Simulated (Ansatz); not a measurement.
# What DFT gives for Ag$_{5}$Pd

```
Pd Ag
1.0
     0.00000    3.79350    3.79350
     3.79350    0.00000    3.79350
     3.79350    3.79350    0.00000
Pd Ag
1 5
Direct
  0.00000 0.00000 0.00000
  0.25000 0.25000 0.25000
  0.62500 0.62500 0.62500
  0.12500 0.62500 0.62500
  0.62500 0.62500 0.12500
  0.62500 0.12500 0.62500
```

The numbers come from plane-wave PAW DFT (Ansatz): PBE, no spin polarisation, 420 eV, 8×8×8 Γ-centred k points, gaussian occupations (width 0.2293 eV). Nothing was relaxed.

Charges: Bader charges in e: Ag +0.01 to +0.12, Pd -0.14. In the mean Ag gives up most and Pd takes most.
At the Fermi level: It is a metal, with about 2 states/eV a cell as the mean within 0.25 eV of the Fermi level, mostly Ag s (46 %) and Pd d (23 %).
Formation energy: 0.17 eV an atom against the elements' usual phases (free molecules for gases, crystals otherwise, with no correction for O₂ or N₂), so at this geometry it isn't bound against them. Relaxing would lower it.
Stress: The pressure is 1.7 GPa (compression positive), so with the atoms held at these fractions the cell would first expand.
Forces: Nearly at rest: the largest force is 0.031 eV/Å.

Origin: a known structure type with other elements, at an estimated volume, so it need not be a known compound. Caveats: wide smearing.
